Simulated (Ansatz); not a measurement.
# ZrOs: moving Zr off its site

ZrOs, Pm-3m, a = 3.263 Å (as given, not relaxed at this level: -3.2 GPa). The structure is a COD entry; whether it is the stable form wasn't checked. Ansatz: PBEsol, PAW, 420 eV, Γ-centred 14×14×14 mesh on 2 atoms, Gaussian smearing 0.15 eV; no spin polarisation.

```yaml
crystal:
  lattice:
    - [3.26300, 0.00000, 0.00000]
    - [0.00000, 3.26300, 0.00000]
    - [0.00000, 0.00000, 3.26300]
  atoms:
    - { symbol: Zr, position: [0.50000, 0.50000, 0.50000] }
    - { symbol: Os, position: [0.00000, 0.00000, 0.00000] }
```

Atom 1 (Zr) moves by x along the unit vector (0.000, 1.000, 0.000), with its periodic images; all else is held. y is the free energy of the cell over the start, F the force along the path summed over the moved atoms. Symmetry makes y even in x.

```tsv
x (Å)	y (meV)	F (eV/Å)
-0.200	146.2	1.47
-0.100	36.2	0.73
0.000	0.0	0.00
0.025	2.3	-0.18
0.050	9.0	-0.36
0.075	20.3	-0.54
0.125	?	?
0.150	81.8	-1.10
0.175	111.7	-1.29
```

Fit y = c2 x² + c4 x⁴ to the energies of the other rows, give the force constant, and predict energy and force of the missing row.

Least squares on the rows shown. y = 3610 x² + 1138 x⁴. The force constant is 2 c2 = 7.22 eV/Å², for the cell as given, at -3.2 GPa (for all images moving together, not for a lone atom). With two atoms in a cubic cell this is the optical mode at Γ (in a metal it hangs on mesh and smearing): ω = 521.5 √(2 c2/μ) = 178 cm⁻¹ for μ = 61.66 u. The force −dy/dx at the missing row is -0.91 eV/Å (computed -0.91). At x = 0.125 the fit asked for gives 56.7 meV. The run gave 56.7 meV, the same to the digits shown.

Spin–orbit coupling is left out, which can shift energies with elements as heavy as these.